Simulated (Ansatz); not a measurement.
**MnSbBrF2 in Ansatz, settings compared**

The input file (Ansatz 0.2.0, plane waves):

```yaml
crystal:
  lattice:
    - [0.0, 3.639418, 0.0]
    - [5.986625, -1.819709, 0.0]
    - [0.158093, 0.0, -9.057237]
  atoms:
    - { symbol: Mn, position: [0.0, 0.0, 0.5] }
    - { symbol: Sb, position: [0.291, 0.582, 0.8094] }
    - { symbol: Sb, position: [0.709, 0.418, 0.1906] }
    - { symbol: F, position: [0.924, 0.848, 0.757] }
    - { symbol: F, position: [0.076, 0.152, 0.243] }
    - { symbol: Br, position: [0.366, 0.732, 0.4299] }
    - { symbol: Br, position: [0.634, 0.268, 0.5701] }
    - { symbol: F, position: [0.36, 0.72, 0.04884] }
    - { symbol: F, position: [0.64, 0.28, 0.95116] }
    - { symbol: Mn, position: [0.0, 0.0, 0.0] }
  symmetry: { tolerance: 0.0003 }
kpoints:
  mp_grid: { grid: [5, 5, 2], shift: [0, 0, 0] }
magnetization:
  spin_polarized: false
scf:
  occupations: { method: fermi_dirac, width: 0.0767 }
hamiltonian:
  pseudopotentials: { kind: paw }
  xc: pbe
basis:
  ecutwfc: 420
output:
  forces: true
  stress: true
  eigenvalues: true
```

The command:

```bash
ansatz run input.yaml --threads 1 --pin off --max-ram 2560MiB --backend cpu --events-out ev --progress --plain --runs-dir out
```

Origin of the cell: a known structure type with other elements, at an estimated volume, so it need not be a known compound.

Output of this run (shortened):

```
Pseudopotentials: kind: paw
Pseudopotential: Mn, paw, valence charge 15, recommended cutoff 420 eV (normal), Mn.paw.azcp
Pseudopotential: Sb, paw, valence charge 15, recommended cutoff 420 eV (normal), Sb.paw.azcp
Pseudopotential: F, paw, valence charge 7, recommended cutoff 420 eV (normal), F.paw.azcp
Pseudopotential: Br, paw, valence charge 7, recommended cutoff 420 eV (normal), Br.paw.azcp
Functional definition: PBE
  exchange = pbe_x(kappa = kappa, mu = beta*pi^2/3)
  correlation = pbe_c(beta = beta)
Crystal: 10 atoms, lattice volume = 197.338 Å³
Basis set: ecut = 420 eV, 3859 PW (Γ), exchange–correlation on 50×90×128 points (8 copies of the dense FFT grid, shifted against one another)
Bands: 62, of which v1, the nominal top of the filled ones, is band 51 counted from 1 (50 counted from 0)
Symmetry: 4 space group operations
[… 10 lines left out …]
Initial density: superposition of atomic densities (neutral atoms: chi_scale 0, normalization atom), corrected by the library's trained network
Functional: x = pbe(κ = 0.804, μ = 0.219515), c = pbe(β = 0.066725)
SCF iter   1: F=—  HF=-29559.021202 eV  Δρ=2.88e-2  dr2=3.17e0
SCF iter   2: F=—  HF=-29559.029739 eV  Δρ=2.39e-2  dr2=5.95e-1
SCF iter   3: F=—  HF=-29558.985462 eV  Δρ=7.03e-3  dr2=1.44e-1
SCF iter   4: F=—  HF=-29558.989128 eV  Δρ=5.26e-3  dr2=5.65e-2
SCF iter   5: F=—  HF=-29558.988572 eV  Δρ=3.88e-3  dr2=3.01e-2
[… 5 lines left out …]
SCF iter  11: F=—  HF=-29558.987799 eV  Δρ=8.50e-5  dr2=1.31e-5
SCF iter  12: F=—  HF=-29558.987869 eV  Δρ=4.57e-5  dr2=2.61e-6
SCF iter  13: F=—  HF=-29558.987871 eV  Δρ=3.25e-5  dr2=1.78e-6
SCF iter  14: F=—  HF=-29558.987871 eV  Δρ=1.23e-5  dr2=2.70e-7
SCF iter  15: F=-29558.987871 eV  HF=-29558.987871 eV  Δρ=5.51e-6  dr2=3.65e-8
SCF 1 converged in 15 iterations: F = -29558.987871 eV  dr2 = 3.65e-8
SCF converged after 15 iterations
Free energy (F): -29558.987871 eV
Harris-Foulkes:  -29558.987871 eV  (|F-HF|=1.41e-8)
Internal energy: -29558.597781 eV  (E = F + TS)
E sigma→0 (E₀):  -29558.792826 eV
Entropy (-TS):   -0.390090 eV (-39.009 meV/atom)
Fermi energy:    7.584592 eV
--- Per-component energies (eV) ---
  E_band       = -1214.191886
  E_kinetic    = 2101.377442
  E_local      = -11838.949497  (includes V_loc(G=0)·N_el)
  E_nonlocal   = 1653.947216
  E_hartree    = 4917.037079
  E_xc         = -1339.882409
  E_vxc        = -1082.629283  (∫ρ·V_xc dr)
  E_paw        = -17050.146672  (= ΣΔE_a)
  E_vpaw       = -1882.011738  (= ΣTr[D̂ρ^β])
  E_aug_tail   = 0.008045  (compensation charges beyond the density's cutoff)
  E_ewald      = -8001.988985
  E_smearing   = -0.390090  (= −TS)
  Σ components = -29558.987871   (vs F -29558.987871, Δ=0.00e0)
--- Forces (eV/Å), atoms counted from 1 ---
  atom   1  Mn     0.000000     0.000000     0.000000
  atom   2  Sb    -0.241069     0.000000    -0.572423
  atom   3  Sb     0.241069     0.000000     0.572423
[… 2 lines left out …]
  atom   6  Br     0.835170     0.000000    -0.456706
  atom   7  Br    -0.835170     0.000000     0.456706
  atom   8  F      0.912556     0.000000     0.521650
  atom   9  F     -0.912556     0.000000    -0.521650
  atom  10  Mn     0.000000     0.000000     0.000000
  max |Σ_I F_I| component: 2.22e-16 eV/Å
--- Stress (GPa, compression-positive) ---
       -2.950269       0.000000       1.228838
        0.000000      -5.955797       0.000000
        1.228841       0.000000      -5.725487
  P = ⅓ Tr σ = -4.8772 GPa (-48.772 kbar)
```

The same input was run again with these changes:

1. `scf.lower_state_search` default → light; `basis.ecutrho_ratio` default → 12
2. `basis.ecutwfc` 420 → "600 eV"
3. `basis.ecutrho_ratio` default → 9; `hamiltonian.hubbard` default → { sites: [{ species: Mn, l: d, u_eff: 4.0 }], double_counting: fll }
4. `scf.lower_state_search` default → standard

```json
{"run": "base", "end": "converged", "SCF iterations": "15", "P (GPa)": "-4.88", "max force component (eV/Å)": "0.929", "moment (μB)": "–", "ΔE(σ→0) (meV/atom)": "0"}
{"run": "1", "end": "converged", "SCF iterations": "15", "P (GPa)": "-4.88", "max force component (eV/Å)": "0.929", "moment (μB)": "–", "ΔE(σ→0) (meV/atom)": "-0.01"}
{"run": "2", "end": "converged", "SCF iterations": "15", "P (GPa)": "-4.88", "max force component (eV/Å)": "0.929", "moment (μB)": "–", "ΔE(σ→0) (meV/atom)": "-3.00"}
{"run": "3", "end": "converged", "SCF iterations": "43", "P (GPa)": "-3.69", "max force component (eV/Å)": "0.807", "moment (μB)": "–", "ΔE(σ→0) (meV/atom)": "–"}
{"run": "4", "end": "converged", "SCF iterations": "15", "P (GPa)": "-4.88", "max force component (eV/Å)": "0.929", "moment (μB)": "–", "ΔE(σ→0) (meV/atom)": "0.00"}
```

Energies are compared only where functional, datasets, charge and starting cell are the same.

Caveats of the base run: no spin polarisation, so a magnetic state may lie lower; no spin-orbit coupling, though heavy elements are present; the k mesh is coarse if the cell is a metal.

Time of the base run: 17 s of wall time on 1 CPU thread(s) of a shared host, from the program's own first density.
